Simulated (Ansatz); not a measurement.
Relaxed-ion elastic tensor of Ta$_{2}$C in space group P-3m1 (No. 164; Ta on 2d, C on 1a) in GPa (Voigt order), LDA in the plane-wave PAW code Ansatz; density 15.49 g/cm³, 13.36 Å³ per atom.

```
  508    176    159  -52.1    0.0    0.0
  176    508    159   52.1    0.0    0.0
  159    159    535    0.0    0.0    0.0
-52.1   52.1    0.0    131    0.0    0.0
  0.0    0.0    0.0    0.0    131  -52.1
  0.0    0.0    0.0    0.0  -52.1    166
```

Problem. Is the crystal mechanically stable?

Solution. Yes: the smallest eigenvalue of C is 93.9 GPa.

Problem. Work out the Voigt, Reuss and Hill averages.

Solution. K_V = 282, K_R = 282, K_H = 282; G_V = 156, G_R = 137, G_H = 147 GPa.

Problem. Give Young's modulus, Poisson's ratio, Pugh's ratio and the universal anisotropy index.

Solution. E = 9KG/(3K + G) = 375 GPa; ν = 0.28; K/G = 1.92 (ductile by the Pugh limit of 1.75); A_U = 5G_V/G_R + K_V/K_R − 6 = 0.70.

Problem. Estimate the sound speeds and the Debye temperature.

Solution. v_l = √((K + 4G/3)/ρ) = 5550 m/s, v_t = √(G/ρ) = 3080 m/s, mean 3430 m/s; Θ = (h/k)(3n/4πV)^(1/3) v_m = 430 K.

Problem. Solve the Christoffel equation for the three sound speeds along x, y, z.

Solution. Eigenvalues of C_ijkl n_j n_l equal ρv². In km/s, slowest first: x 2.46, 3.63, 5.73; y 2.83, 3.28, 5.77; z 2.91, 2.91, 5.88.

Problem. How much does each axis shrink under pressure?

Solution. Linear compressibilities β_i = Σ_j S_ij (j = 1 to 3): x 1.2, y 1.2, z 1.2 per TPa.

The first step of the workflow began from a Materials Project structure, measured or hypothetical; the Crystallography Open Database files this formula in space group No. 164, but the cells were not matched. Whether it is the stable phase at ambient conditions was not checked. Symmetry was held in the LDA relaxation; of distortions, only those at the zone centre were tested. No spin polarisation was allowed. As this level gives no gap, shear constants depend on the k-mesh and smearing (Fermi–Dirac, 0.1 eV here). Scalar-relativistic: spin–orbit coupling is off unless named, which matters more the heavier the elements.

Potentials: the later of the program's two PAW sets.
